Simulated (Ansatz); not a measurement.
TiB in space group Pnma (No. 62; Ti on 4c, B on 4c) at seven volumes, r²SCAN in the plane-wave PAW code Ansatz, shape and atoms relaxed at each. One row is withheld.

| V (Å³/atom) | P (GPa) |
|---|---|
| 9.638 | 24.47 |
| 9.956 | 15.06 |
| 10.274 | ? |
| 10.591 | 0.00 |
| 10.909 | -5.98 |
| 11.227 | -11.11 |
| 11.545 | -15.49 |

### Question
Fit the shown pressures and predict the withheld one.

### Answer
Third-order Birch–Murnaghan: P = (3/2)B₀(x^(7/2) − x^(5/2))[1 + (3/4)(B′ − 4)(x − 1)] with x = (V₀/V)^(2/3). Least squares on the six rows gives V₀ = 10.591 Å³/atom, B₀ = 214.3 GPa, B′ = 4.07. At V = 10.274, x = 1.0205 and P = 6.93 GPa. The run itself gave 6.96 GPa.

The workflow started from a Materials Project entry (that database holds measured and hypothetical structures alike); the Crystallography Open Database files this formula in space group No. 62, but the cells were not matched. Whether it is the stable phase at ambient conditions was not checked. Symmetry was held in the r²SCAN relaxation; its stability against distortions is not shown here. The run is not spin-polarised.

Potentials: the later of the program's two PAW sets.
